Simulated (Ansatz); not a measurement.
**Relaxing Mg**

Method: Ansatz, DFT PBEsol, scalar-relativistic, plane waves, PAW.

The start is a database structure of Mg, space group P6_3/mmc (No. 194).

Input of the last, converged step (default PAW datasets):

```yaml
crystal:
  lattice:
    - [3.1720232863, 0.0, 0.0]
    - [-1.5860116431, 2.7470527473, 0.0]
    - [0.0, 0.0, 5.1412049]
  atoms:
    - { symbol: Mg, position: [0.33333333, 0.66666667, 0.25] }
    - { symbol: Mg, position: [0.66666667, 0.33333333, 0.75] }
basis:
  ecutwfc: 420
kpoints:
  mp_grid: { grid: [21, 21, 12] }
hamiltonian:
  xc: pbesol
scf:
  occupations: { method: gaussian, width: 0.1 }
output:
  forces: true
  stress: true
  eigenvalues: true
relax:
  adjacent_minimum: "off"
  f_tol: 0.01
  max_steps: 80
  cell: { stress_tol: 0.05 }
```

It can be run as:

```bash
ansatz run input.yaml --threads 1 --pin off --backend cpu --events-out ev --progress --plain --runs-dir out  # memory cap (--max-ram) not shown
```

The program printed at the end:

```
SCF converged after 3 iterations
Free energy (F): -3824.105246 eV
Harris-Foulkes:  -3824.105246 eV  (|F-HF|=7.73e-12)
Internal energy: -3824.101317 eV  (E = F + TS)
E sigma→0 (E₀):  -3824.103281 eV
Entropy (-TS):   -0.003929 eV (-1.965 meV/atom)
Fermi energy:    5.762918 eV
--- Per-component energies (eV) ---
  E_band       = -708.946719
  E_kinetic    = 149.950576
  E_local      = -3225.457190  (includes V_loc(G=0)·N_el)
  E_nonlocal   = 192.719545
  E_hartree    = 1150.304621
  E_xc         = -56.363252
  E_vxc        = -73.076609  (∫ρ·V_xc dr)
  E_paw        = -562.512850  (= ΣΔE_a)
  E_vpaw       = -53.692216  (= ΣTr[D̂ρ^β])
  E_aug_tail   = -0.000005  (compensation charges beyond the density's cutoff)
  E_ewald      = -1472.860486
  E_core_change = 0.117725  (= ΣΔE_core)
  E_smearing   = -0.003929  (= −TS)
  E_closure    = 0.000000  (closes the sum)
  Σ components = -3824.105246   (vs F -3824.105246, Δ=0.00e0)
--- Forces (eV/Å), atoms counted from 1 ---
  atom   1  Mg     0.00000000     0.00000000     0.00000000
  atom   2  Mg     0.00000000     0.00000000     0.00000000
  max |Σ_I F_I| component: 9.25e-18 eV/Å
--- Stress (GPa, compression-positive) ---
       -0.005827       0.000000       0.000000
        0.000000      -0.005827       0.000000
        0.000000       0.000000       0.006875
  P = ⅓ Tr σ = -0.0016 GPa (-0.016 kbar)
--- Relaxed structure (3 steps of the walk, 3 accepted, 1 SCFs on fresh bases) ---
  F+E_penalty+E_count = -3824.10524622 eV   max|allowed force component| = 1.156e-17 eV/Å   (the final SCF, on the basis selected at the relaxed cell)
  cell:  # Å, volume = 45.0255 Å³
    - [3.175612, 0.000000, 0.0]
    - [-1.587806, 2.750160, 0.0]
    - [0.0, 0.0, 5.155523]
  atoms:
    - { symbol: Mg, position: [0.333333, 0.666667, 0.25] }
    - { symbol: Mg, position: [0.666667, 0.333333, 0.750000] }
```

Total energies depend on the potentials used, so only differences within one code and one set of settings carry meaning.

The result has space group P6_3/mmc (No. 194). Mg has 12 Mg at 3.16–3.18 Å.

A structure relaxed within its symmetry needn't be a true minimum.